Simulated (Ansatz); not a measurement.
A scan (energy against volume; even scaling of the relaxed cell, symmetry kept) gave these values. Calculation: r2SCAN (plane waves to 500 eV, PAW, scalar-relativistic; Ansatz, an electronic-structure program).

The bulk modulus B₀ (third-order Birch-Murnaghan fit) is 7.7 GPa and the pressure derivative B₀′ (fit) is 3.6. The equilibrium volume of the fit is 37.67 Å³/atom.

Problem. Of these crystals, all scanned alike, which one is it?
A) V (bcc, W type)
B) GaAs (zinc blende)
C) Li (bcc, W type)
D) Na (bcc, W type)

Solution. D, Na (bcc, W type). The others have, for the bulk modulus: Li 13.1 GPa, V 193 GPa, GaAs 72.3 GPa

All were relaxed with their symmetry unable to fall. The PAW data are Ansatz's earlier set. V is run without spin polarisation.

(Under strain, the slope of the energy per volume gives the stress and its curvature an elastic modulus.)
